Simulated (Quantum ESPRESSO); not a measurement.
Simulation results for HfTaNbO6F2 (made-up cell, one site empty)

Computed with Quantum ESPRESSO 7.5. Calculation on a made-up crystal cell, not a measurement, with one named mistake planted (healthy values lack it): periodic Kohn-Sham density functional theory in plane waves with PseudoDojo standard norm-conserving scalar-relativistic pseudopotentials, each functional with its own files (v0.5 for PBE, v0.4.1 for LDA and PBEsol), no spin polarisation, no spin-orbit coupling, atoms not relaxed, stress positive in tension, energies less a fixed whole-eV offset for each atom's element; levels are Kohn-Sham levels at fractions of this cell's reciprocal vectors, counted from the reference band (half the neutral cell's valence electrons, rounded up) at Gamma; error bars cover cutoff and k-mesh only, not smearing or the files; each bar is the largest change over components, and at least 0.002 eV, 0.002 eV per angstrom or 0.02 GPa; a charged cell sits in a uniform background, with energy and stress on this program's zero of potential; no dispersion term; energies are for the whole cell, and the offsets were chosen from early runs and are not element reference energies; a distance is the largest change of any value in units of its error bar (the energy's for the smearing term), a scale change is of lengths, and a coarse mesh keeps the half-step shift; machines and their load varied, so run times do not measure scaling.

## HfTaNbO6F2 (made-up cell, one site empty)

Intended structure:
```
HfTaNbO6F2
1.0
      4.9946     0.0000     0.0000
      0.0000     4.9946     0.0000
      0.0000     0.0000     6.6048
Nb Hf Ta F O F O
1 1 1 1 2 1 4
Direct
  -0.00801 -0.00438 -0.00887
  0.00030 0.00420 0.49830
  0.51490 0.49582 0.76387
  0.29228 0.30949 -0.01379
  0.67335 0.67641 0.00053
  0.80191 0.20588 0.25089
  0.19603 0.83214 0.24182
  0.30311 0.29666 0.52023
  0.67649 0.69895 0.49625
  0.81570 0.20776 0.74131
  0.18532 0.81460 0.74543
```

```
lattice type                                               : rutile, doubled along c
empty site                                                 : 2
intended functional                                        : pbe
intended cutoff                                            : 1143 eV
intended fermi dirac smearing                              : 0.025 eV
intended scf tolerance                                     : 1e-07 eV
intended electrons removed                                 : 0
healthy free energy less offsets                           : 11.1 eV
healthy scf iterations                                     : 20
healthy smearing term minus ts                             : 0 eV
healthy pressure                                           : -21.32 GPa
healthy stress xx                                          : 17.64 GPa
healthy stress yy                                          : 17.77 GPa
healthy stress zz                                          : 28.55 GPa
healthy stress yz                                          : 2.26 GPa
healthy stress xz                                          : 0.07 GPa
healthy stress xy                                          : 3.98 GPa
healthy reference band                                     : 44
fault kind                                                 : coarse kmesh
fault k points along each vector                           : 1
faulty run command                                         : pw.x -nk 1 -in in
faulty run processor                                       : AMD EPYC, Zen 5 class, virtual cores
intended k mesh                                            : 5 x 5 x 4, shifted by half a step
structure shown                                            : as intended, without the mistake
faulty free energy less offsets                            : 11.55 eV
faulty scf iterations                                      : 21
faulty smearing term minus ts                              : -3.748e-06 eV
faulty pressure                                            : -20.71 GPa
faulty stress xx                                           : 15.41 GPa
faulty stress yy                                           : 15.56 GPa
faulty stress zz                                           : 31.16 GPa
faulty stress yz                                           : 2.227 GPa
faulty stress xz                                           : 0.02706 GPa
faulty stress xy                                           : 4.383 GPa
faulty reference band                                      : 44
other mistakes compared                                    : 7
distance from healthy                                      : 393.5 error bars
distance from nearest other mistake                        : 420.9 error bars
healthy error bar energy                                   : 0.003527 eV
healthy error bar stress                                   : 0.02772 GPa
healthy error bar force                                    : 0.002 eV/Å
healthy error bar next band up                             : 0.002 eV
faulty wall time of scf and band steps on a shared machine : 36.4 s
```

Atoms:
| atoms element | atom site | atom energy offset (eV) |
| --- | --- | --- |
| Nb | 1 | -1693 |
| Hf | 3 | -1535 |
| Ta | 4 | -1770 |
| F | 5 | -677 |
| O | 6 | -452 |
| O | 7 | -452 |
| F | 8 | -677 |
| O | 9 | -452 |
| O | 10 | -452 |
| O | 11 | -452 |
| O | 12 | -452 |

Healthy forces:
| site | x (eV/Å) | y (eV/Å) | z (eV/Å) |
| --- | --- | --- | --- |
| 1 | -3.529 | 0.179 | 2.06 |
| 3 | -0.709 | 0.908 | -1.888 |
| 4 | 0.945 | 1.78 | -6.133 |
| 5 | -0.666 | -0.858 | -0.435 |
| 6 | 1.781 | 1.729 | -2.323 |
| 7 | 2.822 | -3.015 | -2.823 |
| 8 | -0.529 | 0.253 | -1.197 |
| 9 | -0.147 | -0.121 | 3.135 |
| 10 | 0.354 | -0.204 | 4.486 |
| 11 | -0.41 | -0.289 | 2.526 |
| 12 | 0.088 | -0.362 | 2.59 |

Healthy levels:
| level k point | next band up (eV) |
| --- | --- |
| Gamma | 0.718 |
| (1/2,1/2,1/2) | 0.847 |
| (0.15,0,0) | 0.751 |
| (0,0.15,0) | 0.752 |
| (0,0,0.15) | 0.769 |

Faulty forces:
| site | x (eV/Å) | y (eV/Å) | z (eV/Å) |
| --- | --- | --- | --- |
| 1 | -3.534 | -0.1043 | 2.198 |
| 3 | -0.3367 | 1.033 | -2.129 |
| 4 | 1.304 | 1.661 | -6.564 |
| 5 | -1.035 | -1.193 | -0.6588 |
| 6 | 2.058 | 1.985 | -2.562 |
| 7 | 2.987 | -3.139 | -2.764 |
| 8 | -0.56 | 0.3425 | -1.227 |
| 9 | -0.4944 | -0.4025 | 3.922 |
| 10 | 0.4105 | -0.0553 | 4.936 |
| 11 | -0.6617 | 0.03243 | 2.329 |
| 12 | -0.1374 | -0.159 | 2.521 |

Faulty levels:
| level k point | next band up (eV) |
| --- | --- |
| Gamma | 0.5967 |
| (1/2,1/2,1/2) | 0.7098 |
| (0.15,0,0) | 0.6313 |
| (0,0.15,0) | 0.633 |
| (0,0,0.15) | 0.6467 |

Notes: the hafnium pseudopotential is less sure than the others, with forces about 3 percent (worst 6) and pressure in oxides about 1.5 GPa (worst 2.7) from a second method in checks, which the error bars do not cover.
